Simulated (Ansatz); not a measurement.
Input file for Ansatz (an electronic-structure program):

Ansatz 0.2 input:
```yaml
crystal:
  lattice:
    - [3.103151168, 0.0, 0.0]
    - [-1.551575584, 2.6874077432, 0.0]
    - [0.0, 0.0, 3.4219769793]
  atoms:
    - { symbol: Hf, position: [0.0, 0.0, 0.0] }
    - { symbol: B, position: [0.3333333333, 0.6666666667, 0.5] }
    - { symbol: B, position: [0.6666666667, 0.3333333333, 0.5] }
kpoints:
  mp_grid: { grid: [15, 15, 12] }
hamiltonian:
  xc: lda
  pseudopotentials: { kind: paw }
scf:
  occupations: { method: fermi_dirac, width: 0.1 }
phonons:
  method: dfpt
  response_accuracy: low
  eigenvectors: true
  rigid_motions: translations
```

Output (shortened):

```
Pseudopotential: Hf, paw, valence charge 26
Pseudopotential: B, paw, valence charge 3
Functional definition: SPW92
Crystal: 3 atoms, lattice volume = 28.537 Å³
Basis set: ecut = 420 eV, 563 PW (Γ), exchange–correlation on 48×48×48 points (8 copies of the dense FFT grid, shifted against one another)
Bands: 20, of which v1, the nominal top of the filled ones, is band 16 counted from 1 (15 counted from 0)
Symmetry: 24 space group operations
k-points: 448 of 2700 (irreducible under 4 space group operations, time reversal used)
SCF iter   1: F=—  HF=-15779.703491 eV  |F-HF|=—  |Δ(HF+E_count)|=         —  Δρ=5.76e-3  dr2=1.03e-2  ethr=1.77e-3  ⟨swp⟩=4.0  Hψ=34687  notcnv=0
preconditioner: auto → none
SCF iter   2: F=—  HF=-15779.701133 eV  |F-HF|=—  |Δ(HF+E_count)|=   2.36e-3  Δρ=3.44e-3  dr2=3.61e-3  ethr=3.22e-5  ⟨swp⟩=1.5  Hψ=12952  notcnv=0
SCF iter   3: F=—  HF=-15779.700400 eV  |F-HF|=—  |Δ(HF+E_count)|=   7.33e-4  Δρ=7.90e-4  dr2=1.21e-4  ethr=1.13e-5  ⟨swp⟩=2.0  Hψ=14344  notcnv=0
SCF iter   4: F=—  HF=-15779.700077 eV  |F-HF|=—  |Δ(HF+E_count)|=   3.23e-4  Δρ=1.83e-4  dr2=4.32e-6  ethr=3.79e-7  ⟨swp⟩=2.0  Hψ=16151  notcnv=0
SCF iter   5: F=—  HF=-15779.700076 eV  |F-HF|=—  |Δ(HF+E_count)|=   1.55e-6  Δρ=4.54e-5  dr2=8.22e-7  ethr=1.35e-8  ⟨swp⟩=2.0  Hψ=16130  notcnv=0
SCF iter   6: F=—  HF=-15779.700075 eV  |F-HF|=—  |Δ(HF+E_count)|=   5.25e-7  Δρ=2.06e-5  dr2=1.84e-7  ethr=2.57e-9  ⟨swp⟩=2.0  Hψ=16217  notcnv=0
SCF iter   7: F=—  HF=-15779.700075 eV  |F-HF|=—  |Δ(HF+E_count)|=   5.24e-8  Δρ=1.54e-6  dr2=4.09e-10  ethr=5.74e-10  ⟨swp⟩=2.0  Hψ=11933  notcnv=0
SCF iter   8: F=-15779.700075 eV  HF=-15779.700075 eV  |F-HF|=0.00e0  |Δ(HF+E_count)|=  3.24e-10  Δρ=1.49e-7  dr2=1.67e-12  ethr=1.00e-12  ⟨swp⟩=4.0  Hψ=47640  notcnv=0
SCF 1 converged in 8 iterations: F = -15779.700075 eV  dr2 = 1.67e-12
DFPT response loops at Γ: preconditioner auto → Kerker (q_TF=auto, 2.781 Å⁻¹) (partly filled bands, converged f_vac=0.000) …
SCF converged after 8 iterations
Free energy (F): -15779.700075 eV
Harris-Foulkes:  -15779.700075 eV  (|F-HF|=0.00e0)
Internal energy: -15779.692180 eV  (E = F + TS)
E sigma→0 (E₀):  -15779.696128 eV
Entropy (-TS):   -0.007895 eV (-2.632 meV/atom)
Fermi energy:    21.043746 eV
--- Per-component energies (eV) ---
  E_band       = 147.918296
  E_kinetic    = 530.772510
  E_local      = -5185.694997  (includes V_loc(G=0)·N_el)
  E_nonlocal   = -1208.642705
  E_hartree    = 2477.066479
  E_xc         = -365.696643
  E_vxc        = -348.247693  (∫ρ·V_xc dr)
  E_paw        = -6832.329373  (= ΣΔE_a)
  E_vpaw       = 1405.598279  (= ΣTr[D̂ρ^β])
  E_aug_tail   = -0.000008  (compensation charges beyond the density's cutoff)
  E_ewald      = -5197.716355
  E_core_change = 2.548911  (= ΣΔE_core)
  E_smearing   = -0.007895  (= −TS)
  E_closure    = 0.000000  (closes the sum)
  Σ components = -15779.700075   (vs F -15779.700075, Δ=0.00e0)
  [band-id]    e_kinetic+e_local+e_nonlocal+2·e_hartree+e_vxc+e_vpaw+e_augmentation_tail = 147.918344   (vs E_band 147.918296, Δ=4.85e-5)
--- Band table (eV; the first three rows and the last of 448) ---
  k-point 0: bands = ["-40.5934", "-9.5012", "-8.9638", "-8.9638", "7.2310", "9.3911", "9.4098", "9.4263", "9.4263", "9.4295", "9.4295", "9.5329", "17.9336", "18.0097", "18.0097", "18.4326", "25.1397", "25.1397", "25.8559", "25.8559"]
  k-point 1: bands = ["-40.5928", "-9.5242", "-8.9621", "-8.9621", "7.3501", "9.3897", "9.4097", "9.4277", "9.4277", "9.4280", "9.4280", "9.5329", "17.1000", "18.0849", "18.0849", "19.2272", "24.2873", "24.2873", "25.6041", "25.6041"]
  k-point 2: bands = ["-40.5911", "-9.5866", "-8.9575", "-8.9575", "7.6948", "9.3864", "9.4096", "9.4229", "9.4229", "9.4326", "9.4326", "9.5330", "16.0220", "18.3071", "18.3071", "20.2139", "23.2473", "23.2473", "24.9434", "24.9434"]
  k-point 447: bands = ["-40.5299", "-9.6424", "-9.6130", "-9.2450", "9.3833", "9.4005", "9.4172", "9.4356", "9.4390", "9.4604", "9.4878", "10.6984", "13.7408", "15.8902", "16.5759", "18.0758", "25.1984", "26.4487", "26.6400", "27.8262"]
--- Phonons (Γ-DFPT): 4 representative perturbations + reference, on 448 of 2700 k-points (Σ response iterations 10) ---
  ASR residual: 3.228e-4 → 0.000e0 eV/Å²; symmetrization residual: 1.088e-5 eV/Å²
  ASR residual per site (eV/Å²): 4.67e-5 3.23e-4 3.23e-4
  Γ frequencies (cm⁻¹): 0.00 0.00 0.00 457.55 457.55 484.86 567.65 830.88 830.88
  non-analytic LO–TO correction: not included (Born effective charges unavailable; polar crystals: no LO–TO splitting at Γ)
```

Cost: very roughly 80 core-seconds on shared cores.

Space group P6/mmm. Symmetry was held in the LDA relaxation; of distortions, only those at the zone centre were tested. No spin polarisation was allowed. As this level gives no gap, phonon frequencies hold no LO–TO term and depend on the k-mesh and smearing (Fermi–Dirac, 0.1 eV here). Spin–orbit coupling is left out wherever it is not named.

Potentials: the later of the program's two PAW sets.

Ansatz is a plane-wave DFT program.
